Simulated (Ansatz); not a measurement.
Cs₂LiAlF₆:
```
Cs2LiAlF6
1.0
    6.19443     0.00000     0.00000
   -3.09721     5.36453     0.00000
    0.00000     0.00000     4.96772
Cs Li Al F
2 1 1 6
Direct
  0.33333   0.66667   0.22800
  0.66667   0.33333   0.77200
  0.00000   0.00000   0.00000
  0.00000   0.00000   0.50000
  0.86540   0.13460   0.27895
  0.13460   0.86540   0.72105
  0.86540   0.73081   0.27895
  0.13460   0.26919   0.72105
  0.26919   0.13460   0.27895
  0.73081   0.86540   0.72105
```

Relaxed with r²SCAN.

Question: Map the valence electron density (e/Å³), cut off at 0.9 on the plane through (0.333, 0.667, 0.228) spanned by u = [0, 0, 1] and v = [1, -1, 0] in lattice vectors, from the program Ansatz at the r²SCAN level (PAW).

Answer: x is the fraction of u, y of v (the angle between them is 90°; rows are the nearest grid lines); atoms in the plane: Cs at (0.00, 0.00), Cs at (0.54, 0.33), Li at (0.77, 0.67), Al at (0.27, 0.67), F at (0.05, 0.53), F at (0.49, 0.80).
```
| .*@@%=.          :=%@@*. |
|@@@@@+:.          .:+@@@@@|
|@@@%+-.            .-+%@@@|
|::...   .:-*##+-.    ...::|
|       .=@@@@@@@%-.       |
|.......:+@@@@@@@%-.      .|
|.......:=#@@@@@@=:.     ..|
|..::.    .:--::..=@@@@:...|
|..:..     .......@@@@@+...|
|@@@@*=:....::...    ...-*@|
|@@@@@#-........      .-%@@|
|@@@@@@-.             :+@@@|
|@@@@*-.     ....      .=%@|
|...     .:-+#%%#*=:.     .|
|       .:=#@@@@@@%+-.     |
|      .:+@@@+..=@@@*-.    |
|      .:=%@@@*+%@@@+:.    |
|        .-+#@@@@#+-..     |
|         .:-====-:.       |
|                          |
|::...                ...::|
|@@@%+-.            .-+%@@@|
|@@@@@+:.          .:+@@@@@|
| .*@@%=.          :=%@@*. |
```
Scale: ten equal steps from 0.000 (start of ' ') to 0.900 (end of '@'), in the order ' .:-=+*#%@'; x runs from 0.000 to 1.00, y from 0.000 (bottom) to 1.00 (top).

The density is the valence pseudo-density with augmentation charge, so density and ELF within about 1 Å of a nucleus are not all-electron values.

Space group P-3m1. The workflow started from a Materials Project entry (that database holds measured and hypothetical structures alike); the Crystallography Open Database copy checked does not list it. Whether it is the stable phase at ambient conditions was not checked. The r²SCAN relaxation kept the symmetry of its start; its stability against distortions is not shown here. Scalar-relativistic: spin–orbit coupling is off unless named, which matters more the heavier the elements.

Potentials: the later of the program's two PAW sets.
